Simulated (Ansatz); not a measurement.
Bcc W (111), 5 layers, DFT, r2SCAN, PAW with Ansatz's default frozen-core files, scalar-relativistic (Ansatz 0.2.0), on 2 threads of Intel(R) Xeon(R) 6975P-C (Granite Rapids) (shared host).

Command: `ansatz run input.yaml --threads 2 --pin off --max-ram 4096MiB --backend cpu --events-out ev --progress --plain --runs-dir out`

```yaml
crystal:
  lattice:
    - [4.4811552941, 0.0, 0.0]
    - [-2.2405776471, 3.880794323, 0.0]
    - [0.0, 0.0, 19.6588]
  atoms:
    - { symbol: W, position: [0.8333333333, 0.1666666667, 0.4201791448] }
    - { symbol: W, position: [0.1666666667, 0.8333333333, 0.4563865709] }
    - { symbol: Re, position: [0.5, 0.5, 0.5000000008] }
    - { symbol: W, position: [0.8333333333, 0.1666666667, 0.5436134287] }
    - { symbol: W, position: [0.1666666667, 0.8333333333, 0.5798208547] }
kpoints:
  mp_grid: { grid: [11, 11, 1] }
scf:
  occupations: { method: fermi_dirac, width: 0.05 }
hamiltonian:
  xc: r2scan
  pseudopotentials: { kind: paw }
output:
  forces: true
  stress: true
  eigenvalues: true
efield:
  axis: 3
  amplitude: 0
  dipole_correction: true
```

(1) How large is the problem that the program sets up?

(2) About how long does it take, and how much memory?

Answers

(1) 16 irreducible k-points, 8705 plane waves at Γ, 43 bands.

(2) 13 s of wall time for 9 SCF iterations, with a peak of 1.3 GiB. Times on shared machines scatter by tens of per cent.
